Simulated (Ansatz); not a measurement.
Given:

Al2Au:
```xyz
3
Lattice="0.0000 3.0050 3.0050 3.0050 0.0000 3.0050 3.0050 3.0050 0.0000" Properties=species:S:1:pos:R:3 pbc="T T T"
Al     1.5025     1.5025     1.5025
Al     4.5075     4.5075     4.5075
Au     0.0000     0.0000     0.0000
```

This is the r²SCAN-relaxed structure.

### Question
All from the program Ansatz at the r²SCAN level (PAW), unless another level is named. Estimate the formation energy from the elements (no fitted shifts).

### Answer
-0.49 eV/atom.

### Question
Next, the density of states at the Fermi level?

### Answer
0.30 states/eV per atom (mean over ±0.08 eV).

Space group Fm-3m (fluorite or antifluorite type). Symmetry was held in the r²SCAN relaxation. The references are the lowest solids computed at this level, not always the standard phases. Scalar-relativistic: spin–orbit coupling is off unless named, which matters more the heavier the elements.

Potentials: the earlier of the program's two PAW sets.
